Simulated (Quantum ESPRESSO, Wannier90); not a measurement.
**ZrSe2 (CdI2 type): Wannier90 run**

```
ZrSe2
1.0
    3.81115     0.00000     0.00000
   -1.90558     3.30055     0.00000
    0.00000     0.00000     6.39991
Zr Se
1 2
Direct
  0.00000   0.00000   0.00000
  0.66667   0.33333   0.75588
  0.33333   0.66667   0.24412
```

Cell from Materials Project (mp-2076), symmetrised, no further relaxation. COD (Crystallography Open Database) has an entry of this formula and space group (matched by these alone). Computed values, not measurements, from PBE: Quantum ESPRESSO (norm-conserving PseudoDojo potentials, cutoff 69 Ry, no spin polarisation, no spin-orbit coupling) on a Γ-centred 12×12×6 mesh, then Wannier90. Density: 12×12×6 mesh, Gaussian smearing 0.01 Ry. The cell is built of weakly bound layers, chains or molecules, whose nearest atoms lie 3.95 Å apart. Database cells relaxed without dispersion often hold them too far apart, which can enlarge gaps and weakens couplings between them; spacing and stacking were not compared with the measured crystal. Spin-orbit coupling, left out, would split the p-like bands by a few tenths of an eV.

Valence charges of the files: Zr 12, Se 16. 37 bands were computed.

Isolated groups of bands, relative to the valence-band maximum (bands from 26 on overlap up to the last one computed):

| bands | from (eV) | to (eV) | filling | weight on atomic waves |
|---|---|---|---|---|
| 1 | -49.46 | -49.45 | filled | Zr 4s 97 % |
| 2–11 | -46.91 | -46.89 | filled | Se 3d 100 % |
| 12–14 | -27.57 | -27.40 | filled | Zr 4p 98 % |
| 15–16 | -13.04 | -11.77 | filled | Se 4s 84 %, Zr 4d 8 %, Zr 5s 7 % |
| 17–22 | -4.52 | 0.00 | filled | Se 4p 74 %, Zr 4d 20 % |
| 23–25 | 0.44 | 2.90 | empty | Zr 4d 79 %, Se 4p 17 % |

Wanted is a model with the orbitals Zr d, Se p, without the filled groups that are mainly made of other shells (semicore states, and anion s where it isn't named); all higher bands stay in for disentanglement.

### Question
Give num_wann, exclude_bands and num_bands, and the number of electrons that the model holds.

### Answer
Electrons: 1×12 + 2×16 = 44, which fill 22 bands.
num_wann = 1×5 + 2×3 = 11.
exclude_bands = 1-16, 16 bands, so num_bands = 37 − 16 = 21.
The model holds 44 − 2×16 = 12 electrons. With the window frozen to 1.95 eV it follows pw.x to 0.3 meV rms (states up to 1.4 eV relative to the valence-band maximum).
